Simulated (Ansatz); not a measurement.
# Cs3Sc2I9: Coordination and ¹³³Cs quadrupole coupling

Cell: a Materials Project structure (computed, not necessarily an observed phase).

Space group P6_3/mmc (No. 194); a = 8.5066, c = 21.3701 Å, γ = 120.00°.

| site | Wyckoff | site symmetry | x | y | z |
| --- | --- | --- | --- | --- | --- |
| Cs1 | 4f | 3m. | 0.3333 | 0.6667 | 0.0695 |
| Cs5 | 2b | -6m2 | 0.0000 | 0.0000 | 0.2500 |
| Sc | 4f | 3m. | 0.3333 | 0.6667 | 0.6586 |
| I11 | 12k | .m. | 0.1703 | 0.3406 | 0.5896 |
| I23 | 6h | mm2 | 0.5104 | 0.0208 | 0.2500 |

One atom of each set is listed.

Computed with Ansatz: DFT, r2SCAN, plane waves and PAW, scalar-relativistic, 500 eV cutoff, Γ-centred 4×4×2 k-points, Fermi–Dirac smearing 0.02 eV.

Q(¹³³Cs) = -3.430 mb.

Task: Order the Cs environments from the weakest to the strongest quadrupole coupling.
A. Cs1: 12 I at 4.16–4.66 Å
B. Cs5: 12 I at 4.25–4.26 Å

Result: B (0.096 MHz, η = 0.00), A (0.143 MHz, η = 0.00).

An axis of threefold or higher order runs through Cs5 and Cs1, so V_zz lies along it and η is zero.

Without spin–orbit coupling the gradients at and beside I can be off by some per cent, at some sites by more.
